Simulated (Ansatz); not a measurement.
**Axial (c/a) deformation path in Cu**

Computed with DFT PBEsol, scalar-relativistic, plane waves, PAW (Ansatz 0.2.0). The runs took a 420 eV cutoff, a Γ-centred 28×28×26 mesh and Gaussian smearing (0.15 eV). No spin polarisation. Energies are free energies at this smearing, counted from the undisturbed cell; pressure is positive in compression.

Reference structure (relaxed at this level; this form isn't the usual structure):

```yaml
crystal:
  lattice:
    - [1.21480, -3.95985, 0.00000]
    - [1.21480, 3.95985, 0.00000]
    - [0.00000, 0.00000, 2.46771]
  atoms:
    - { symbol: Cu, position: [0.13385, 0.86615, 0.25000] }
    - { symbol: Cu, position: [0.86615, 0.13385, 0.75000] }
```

At fixed volume and fractional coordinates, lengths along (0.000, 0.000, 1.000) are scaled against those across it; ρ is that ratio over its starting value. The cell is metallic on the mesh throughout.

```
    ρ  ΔE (meV/atom)
0.850          173.7
0.920           40.4
0.960            9.1
1.000            0.0
1.050           10.1
1.100           36.8
1.200          117.3
```

(1) Predict the pressure (GPa) at each point.

Answers

(1)
```
    ρ  pressure (GPa)
0.850             7.0
0.920             1.9
0.960             0.5
1.000             0.0
1.050             0.3
1.100             1.2
1.200             4.2
```

Cost: 7 runs of about 5.1 core-minutes in all, on Intel Xeon 6975P-C (Granite Rapids) (shared hosts).